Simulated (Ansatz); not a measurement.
# How hard is it to compress?

Screening note. Bulk modulus and its pressure derivative give the pressure that a small compression needs; a soft, simple solid makes a sensitive pressure gauge, a stiff one a good anvil or seat.

The yardstick is MgO. Hydrostatic compression by 5 % of the volume (V₀/V = 1.0526), no change of phase.

Levels of theory (Ansatz, a plane-wave PAW program): B₀, B₀′: r²SCAN, Birch–Murnaghan fit of energy against volume; volume per atom: r²SCAN, relaxed cell.

Model: linear estimate = B₀ × compression; P = (B₀/B₀′)[(V₀/V)^B₀′ − 1]; modulus under load = B₀ + B₀′P; relative pressure = P/P_ref.

```
crystal                     B₀ (GPa)  B₀′  V (Å³/atom)  linear estimate (GPa)  Murnaghan pressure (GPa)  modulus there (GPa)  pressure (relative)
--------------------------  --------  ---  -----------  ---------------------  ------------------------  -------------------  -------------------
Ba3Al2Sn2 (Immm, oI14)          32.9  4.4        36.10                    1.6                     1.892                 41.2                0.199
MgO (rock salt), reference       167  4.1         9.29                    8.4                     9.527                  206                 1.00
ScCu (CsCl type)                95.4  4.1        16.96                    4.8                     5.442                  118                 0.57
CuAl2 (Fm-3m, cF12)              107  4.3        15.71                    5.4                     6.137                  133                 0.64
```

Runs started from generated or typed cells of the structure named: MgO. Not checked to be the ambient phase: Ba3Al2Sn2 (Immm, oI14); ScCu (CsCl type). No claim is made that these are known or stable phases: CuAl2 (Fm-3m, cF12). Spin–orbit coupling is left out unless named.

Worked for ScCu (CsCl type):

linear estimate: 95.4 × 5/100 = 4.8 GPa; P = (95.4/4.1) × (1.0526^4.1 − 1) = 5.442 GPa; modulus there: 95.4 + 4.1 × 5.442 = 118 GPa; relative pressure: 5.442/9.527 = 0.57.

In order of relative pressure, highest first: MgO (1.00 ± 0.051), CuAl2 (Fm-3m, cF12) (0.64 ± 0.033), ScCu (CsCl type) (0.57 ± 0.029), Ba3Al2Sn2 (Immm, oI14) (0.199 ± 0.010). The ± follows from allowances picked for this note (B₀ 5 %, B₀′ 0.4), carried to first order and added in quadrature, each row's own inputs moving alone; ≈ joins neighbours closer than their two ± added in quadrature.

B₀′ is the least certain number of such a fit, often by half a unit. Where several phases of a formula are at hand, those over 0.1 eV/atom above the lowest were not drawn (by r²SCAN where it compared them, else by the largest value; a layered or molecular lowest phase counts only with a dispersion term); other phases could lie lower still. Rows were sampled with a lean to familiar crystals, related or not, whatever their agreement with measurement; tables with many equal figures were not kept. Limits of the draw: no layered crystals, B₀′ of 2 to 8; no unfamiliar magnets, and cubic perovskites only if shown or known to be stable. As a rule kept out of such tables: 4f compounds, open-shell compounds run without a Hubbard term, cells found unstable in the tests at hand, cells close to a higher symmetry, and runs set to a pressure or over 12 % in volume from the crystal's fullest run.
